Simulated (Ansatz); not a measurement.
## ReSb in the zincblende structure

Method: PBEsol, scalar-relativistic; no spin polarisation; PAW, 420 eV, Γ-centred 10×10×10 mesh, 0.05 eV Gaussian smearing; code Ansatz. The datasets are Ansatz's generated set soft_2.

```
CELL_PARAMETERS angstrom
0.00000 2.97531 2.97531
2.97531 0.00000 2.97531
2.97531 2.97531 0.00000
ATOMIC_POSITIONS crystal
Re 0.00000 0.00000 0.00000
Sb 0.25000 0.25000 0.25000
```

The structure was built from a prototype; whether the compound forms in it isn't claimed.

The cell is relaxed to zero pressure at this level.

The cell has space group F-43m (read at 0.01 Å). In it the stress is 0.00, 0.00, 0.00, 0.00, 0.00, 0.00 GPa and the largest force component 0.000 eV/Å. Each change below starts from this cell, without further relaxation. Stress is in GPa, positive in compression, in the order xx, yy, zz, yz, xz, xy; energies are counted from the cell above and are free energies with the smearing's entropy, which match forces and stress in a metal.

Problem. What happens when atom 2 (Sb) is moved by 0.08 Å along y?

Solution. The energy changes by 36.3 meV per cell, and the force on it along the shift is -0.920 eV/Å (−F/u = 11.50 eV/Å²). Stress: 0.30, 0.22, 0.30, 0.00, -5.00, 0.00.
```tsv
atom	Fx (eV/Å)	Fy	Fz
Re1	0.000	0.920	0.000
Sb2	0.000	-0.920	0.000
```
In a harmonic crystal the energy would rise by −½F·u = ½ × 11.50 × 0.08² eV = 36.8 meV, which matches.

Problem. What stress follows from an engineering strain of 3 % in xz, atoms carried along?

Solution. 0.06, 0.24, 0.06, 0.00, -2.13, 0.00 GPa; the energy changes by 10.5 meV per cell.
```tsv
atom	Fx (eV/Å)	Fy	Fz
Re1	0.000	0.623	0.000
Sb2	0.000	-0.623	0.000
```
The change of the stress over the strain gives a clamped-atom stiffness of about 71 GPa for this component.
In a harmonic crystal the energy would rise by V(½Cε² − σ₀ε), with σ₀ the stress of the unstrained cell, = 10.5 meV, which matches.

Spin–orbit coupling, which matters for such heavy elements, is left out.
